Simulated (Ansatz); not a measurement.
An elastic tensor (GPa, Voigt order, standard axes) from DFT-r²SCAN in the program Ansatz with PAW potentials:

|  | 1 | 2 | 3 | 4 | 5 | 6 |
|---|---|---|---|---|---|---|
| 1 | 271 | 93.7 | 79.6 | 0.0 | 1.0 | 0.0 |
| 2 | 93.7 | 267 | 55.5 | 0.0 | 12.6 | 0.0 |
| 3 | 79.6 | 55.5 | 246 | 0.0 | 11.5 | 0.0 |
| 4 | 0.0 | 0.0 | 0.0 | 46.5 | 0.0 | -9.9 |
| 5 | 1.0 | 12.6 | 11.5 | 0.0 | 77.5 | 0.0 |
| 6 | 0.0 | 0.0 | 0.0 | -9.9 | 0.0 | 74.2 |

### Question
Which compound is it?
(A) Ca2Al3Si3HO13, P2_1/m (Pearson symbol mP44)
(B) TiO2, P2_1/c (Ti on 4e, O on 4e, O on 4e)
(C) TiO2, C2/m (Pearson symbol mS24)
(D) HfO2, P2_1/c (Hf on 4e, O on 4e, O on 4e)

### Answer
A, Ca2Al3Si3HO13, P2_1/m (Pearson symbol mP44)

The workflow started from an entry of the Crystallography Open Database (COD), which files this formula under 2 space groups. Its standing as an ambient phase is unchecked. Symmetry was held in the r²SCAN relaxation; whether a distortion lowers the energy is not shown.

Potentials: the earlier of the program's two PAW sets. The files were generated under PBE; for other functionals the program regenerates the frozen cores, and for LDA and PBEsol the local potential too.
